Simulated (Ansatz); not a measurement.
Put La2TaO2 in P6/mmm (No. 191): La on 2e; Ta on 1b; O on 2c.

Computed with Ansatz 0.2.0, DFT PBE, scalar-relativistic, plane waves, PAW. Cutoff 420 eV, Γ-centred mesh, Gaussian smearing, collinear spin.

Formation energies are uncorrected and refer to the elements' standard structures at the same level (O₂ as a molecule).

Problem. Which cell and coordinates does it relax to?

Solution.

Space group P6/mmm (No. 191). a = 3.764 Å, b = 3.764 Å, c = 8.824 Å, α = 90.00°, β = 90.00°, γ = 120.00°
```csv
atom,site,symmetry,x,y,z
La,2e,6mm,0.0000,0.0000,0.1569
Ta,1b,6/mmm,0.0000,0.0000,0.5000
O,2c,-6m2,0.3333,0.6667,0.0000
```

La has 6 O at 2.58 Å, 1 La at 2.77 Å and 1 Ta at 3.03 Å; Ta is surrounded by 2 La at 3.03 Å and 6 Ta at 3.76 Å; O has 3 O at 2.17 Å and 6 La at 2.58 Å. Another local minimum with the same sites may exist.

Problem. Where does its energy lie, and is it a metal?

Solution. The formation energy is −0.61 eV/atom and the gap on the 12×12×4 mesh of the 5-atom cell is 0 eV (a metal). The net moment per atom is 0.05 μB and the moment by site is Ta 0.2 μB.

The last run used collinear spin and Gaussian smearing of 0.10 eV. These runs have no spin–orbit coupling, which can matter for Ta. Another magnetic order may lie lower. A structure relaxed within its symmetry needn't be a true minimum. Another cell of La2TaO2 relaxed alike but without spin, in P-3m1, lies 1.01 eV/atom lower, so this cell isn't the stable form at this level. Site moments count only spheres around the atoms; the net moment includes the space between them.
